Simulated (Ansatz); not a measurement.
## 4 guesses for SiGe₄Pt and where they end

All numbers below come from Ansatz 0.2.0, DFT PBE, scalar-relativistic, plane waves, PAW. All cells share a 420 eV cutoff and Γ-centred k meshes spaced at most about 0.3 Å⁻¹ (about 0.25 or finer for metals, 2π included). No spin polarisation in the final relaxations.

Each guess was relaxed in cell and atoms at zero pressure, within the symmetry of its start. These are static total energies at zero pressure. Coordination counts Ge or Si atoms around Pt (for each partner element, those within 1.25 times its shortest distance or 1.15 times the sum of covalent radii, where it is the nearest in units of that sum or under 1.3; the shortest distance is added where it is long for a bond).

```json
{"guess": "1", "made from": "random cell", "start group": "I4/mmm", "V start (Å³/atom)": "12.0", "end group": "?", "V end (Å³/atom)": "?", "coordination at the end": "?", "gap on mesh (eV)": "?", "E over the lowest end (meV/atom)": "?"}
{"guess": "2", "made from": "LaLuAl4 type", "start group": "F-43m", "V start (Å³/atom)": "19.6", "end group": "F-43m", "V end (Å³/atom)": "18.9", "coordination at the end": "Pt 12 from 3.2 Å", "gap on mesh (eV)": "0", "E over the lowest end (meV/atom)": "465"}
{"guess": "3", "made from": "Zr4FeNi type", "start group": "I422", "V start (Å³/atom)": "22.6", "end group": "I422", "V end (Å³/atom)": "18.1", "coordination at the end": "Pt 10", "gap on mesh (eV)": "0", "E over the lowest end (meV/atom)": "0"}
{"guess": "4", "made from": "random cell", "start group": "I4/mmm", "V start (Å³/atom)": "17.7", "end group": "I4/mmm", "V end (Å³/atom)": "23.1", "coordination at the end": "Pt 6", "gap on mesh (eV)": "0", "E over the lowest end (meV/atom)": "187"}
```

Guess 1 as it starts:

```
CELL_PARAMETERS angstrom
-3.11465 3.11465 1.85885
3.11465 -3.11465 1.85885
3.11465 3.11465 -1.85885
ATOMIC_POSITIONS crystal
Si 0.00000 0.00000 0.00000
Ge 0.62379 0.12379 0.50000
Ge 0.12379 0.62379 0.50000
Ge 0.37621 0.87621 0.50000
Ge 0.87621 0.37621 0.50000
Pt 0.50000 0.50000 0.00000
```

**Question.** Fill in the missing row: what does this guess relax into, and where does it rank?

**Answer.** It ends in space group I4/mmm (No. 139), with a = 3.888 Å, c = 14.880 Å, 18.7 Å³/atom and no gap. It lies 64 meV/atom over the lowest end, above guess 3 and below guess 4. Counting Ge or Si atoms around Pt, this end has Pt 12 and the lowest (guess 3) has Pt 10.

Space group I4/mmm (No. 139). a = 3.888 Å, b = 3.888 Å, c = 14.880 Å, α = 90.00°, β = 90.00°, γ = 90.00°
```json
{"atom": "Si", "site": "2a", "symmetry": "4/mmm", "x": "0.0000", "y": "0.0000", "z": "0.0000"}
{"atom": "Ge", "site": "8g", "symmetry": "2mm.", "x": "0.0000", "y": "0.5000", "z": "0.1441"}
{"atom": "Pt", "site": "2b", "symmetry": "4/mmm", "x": "0.5000", "y": "0.5000", "z": "0.0000"}
```

The zero of energy is the elements' standard structures at the same level; no fitted shifts are applied.

**Question.** Is the lowest end bound against the elements?

**Answer.** No: its formation energy is +0.13 eV/atom. It can't be a ground state, since the elements alone are lower.

No dispersion correction is applied, so the spacing and binding between layers, chains or molecules are poorly described (I4/mmm at 18.7 Å³/atom), and this can change margins and order among such cells. Spin–orbit coupling, which can matter for Pt, is left out. Cells relaxed within their symmetry can be saddle points. A lower structure may well exist outside this small set. Some structure types and database cells were kept out of the candidates from the start, so a known form may be missing.
